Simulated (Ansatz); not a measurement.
Zone-centre phonons of HfN at 25 GPa: input and output

Theory: DFT PBEsol, scalar-relativistic, plane waves, PAW (Ansatz).

Launched with:
```bash
ansatz run input.yaml --threads 1 --pin off --max-ram 3072MiB --backend cpu --events-out ev --progress --plain --runs-dir out
```

Input (bare energies are in eV):
```yaml
crystal:
  lattice:
    - [0.0, 2.1954566162, 2.1954566162]
    - [2.1954566162, 0.0, 2.1954566162]
    - [2.1954566162, 2.1954566162, 0.0]
  atoms:
    - { symbol: Hf, position: [0.0, 0.0, 0.0] }
    - { symbol: "N", position: [0.5, 0.5, 0.5] }
basis:
  ecutwfc: 420
kpoints:
  mp_grid: { grid: [16, 16, 16] }
hamiltonian:
  xc: pbesol
scf:
  occupations: { method: fermi_dirac, width: 0.15 }
output:
  eigenvalues: true
phonons:
  method: dfpt
  eigenvectors: true
```

The end of the output:
```
--- Phonons (Γ-DFPT): 2 representative perturbations + reference, on 349 of 4096 k-points (Σ response iterations 7) ---
  k mesh reduced under 8 symmetry operations, with k and −k counted as one. Each operation leaves every solved perturbation unchanged. A smaller set is not used because it would not reduce the number of displacements ...
  ASR residual: 4.122e-4 → 0.000e0 eV/Å²; symmetrization residual: 4.827e-7 eV/Å²
  ASR residual per site (eV/Å²): 4.12e-4 1.15e-4
  Γ frequencies (cm⁻¹): 0.00 0.00 0.00 574.86 574.86 574.86
  non-analytic LO–TO correction: not included (Born effective charges unavailable; polar crystals: no LO–TO splitting at Γ)
```

Time: 59 s on 1 thread of Arm Neoverse V1, on a shared host, peak memory 0.74 GiB.

In a metal, frequencies and elastic constants depend on the k mesh and the smearing, soft modes and shear constants most. Spin–orbit coupling is left out, which can shift energies with elements as heavy as these. Other phases may be more stable at this pressure.